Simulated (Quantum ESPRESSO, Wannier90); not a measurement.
Tight-binding from DFT: PbSe (rock salt)

Cell from Materials Project (mp-2201), symmetrised, no further relaxation. COD (Crystallography Open Database) has an entry of this formula and space group (matched by these alone). Method: PBE plane waves in Quantum ESPRESSO 7.5 (PseudoDojo norm-conserving files, 69 Ry, no spin polarisation, no spin-orbit coupling), Bloch states on a 10×10×10 mesh through Γ, Wannier90 4.0.1. Density: 10×10×10 mesh, cold smearing 0.01 Ry. Spin-orbit coupling is left out although heavy elements are present.

The plane-wave run has 25 bands and 30 electrons a cell. On the energy scale of pw.x, whose zero is arbitrary, the valence-band maximum lies at 8.99 eV.

Input w.win, without the blocks of cell, atoms and k-points (1000 lines):

```
num_bands = 15
num_wann = 9
exclude_bands = 1-10
num_iter = 800
conv_tol = 1.0e-6
conv_window = 4
dis_num_iter = 1000
dis_conv_tol = 1.0e-6
dis_froz_max = 10.88
write_hr = true
write_u_matrices = true
begin projections
Pb: s;p
Se: s;p
end projections
mp_grid = 10 10 10
```

### Question
Check the input against the numbers above: what is wrong, and how is it mended?

### Answer
wannier90.x -pp stops with:
```
w90_readwrite_get_projections: too few projection functions defined
```
The projections block defines fewer trial orbitals than num_wann. Mended as below, all else unchanged, the run goes through (Ω_I = 11.7 Å²) and follows the plane-wave bands to 1.4 meV rms (states up to 1.4 eV relative to the valence-band maximum).
```
num_wann = 8
```
